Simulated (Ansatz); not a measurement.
Starting cell, MoS2 (3R-MoS2 type, space group R3m):

```xyz
3
Lattice="1.5876 0.9166 6.1949 -1.5876 0.9166 6.1949 0.0000 -1.8332 6.1949" Properties=species:S:1:pos:R:3 pbc="T T T"
Mo     0.0000     0.0000     0.0001
S      0.0000     0.0000    13.9441
S      0.0000     0.0000    10.8349
```

Scan: atom 2 (S, nearest neighbour Mo at 2.403 Å; its periodic images, 3.2 Å or more away, move with it) is displaced along Cartesian z, direction (0.000, 0.000, 1.000) in Cartesian axes, by s. The other atoms stay.

Level of theory: r2SCAN+rVV10 (plane waves to 500 eV, PAW, scalar-relativistic; Ansatz, a program for electronic structure). k mesh 10×10×10 (Γ-centred), Fermi-Dirac smearing 0.05 eV. Energies are smeared free energies. Compression counts positive. As the smearing reaches across the gap at some points, energies and forces of such displacements shift with the k mesh and the smearing. F∥ is the force on the atom along that direction. MoS2 is run without spin polarisation. MoS2 was relaxed with its symmetry unable to fall. This is one of several known forms of MoS2; the measured ambient cells at hand have space group No. 194. ΔE is measured from the undisplaced structure.

```csv
s (Å),ΔE (meV/cell),F∥ (eV/Å),P (GPa)
-0.480,2509,10.167,35.1
-0.384,1616,8.318,26.5
-0.288,897,6.620,18.6
-0.192,379,4.178,11.4
-0.096,89,1.915,5.2
0.000,0,-0.001,0.0
0.096,78,-1.557,-4.2
0.192,288,-2.772,-7.5
0.288,600,-3.677,-10.0
0.384,985,-4.308,-11.9
0.480,1419,-4.700,-13.1
```

Read from the data:

The energy at s = 0.480 Å comes out as 1419 meV/cell, the force along the line at s = -0.480 Å is 10.2 eV/Å and the force constant k = d²E/ds² at s = 0 (finite differences) is 18.1 eV/Å². Symmetry of the curve: not even: the negative side lies higher at ±0.480 Å. Shape of the curve: a single well with its minimum at or next to zero displacement. Harmonic estimate at the end of the scan: ½ks² = 2082 meV/cell against the computed 1419 meV/cell, so the well is softer than harmonic there.

(A displaced cell: forces are minus the slopes of the energy, force constants its curvatures, and phonons follow from these.)
